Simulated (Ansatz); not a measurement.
Values for one crystal, relaxed and computed with DFT-r²SCAN in the program Ansatz with PAW potentials; other levels are named.

| Property | Result |
|---|---|
| Volume per atom | 20.17 Å³ |
| Band gap | 0.77 eV (indirect) |
| Electron effective mass | 0.19, 0.19, 0.93 mₑ (principal values) |
| Highest zone-centre frequency | 518 cm⁻¹ |
| Hole effective mass, band 1 of 3 at the edge | 0.25 along [100], 2.5 along [110], 0.63 along [111] (mₑ) |
| Smallest direct gap on the standard path | 2.74 eV |
| Electronic dielectric constant ε∞ (DFPT) | 11.7 |

Which of these materials gives this?
A) B, α-B12
B) Si, diamond
C) I, molecular I2 type
D) Br, molecular I2 type

B, Si, diamond

Space group Fd-3m (diamond). The cell was relaxed with r²SCAN under the symmetry of its start; phonons on a q-mesh show no instability.

Potentials: the earlier of the program's two PAW sets.
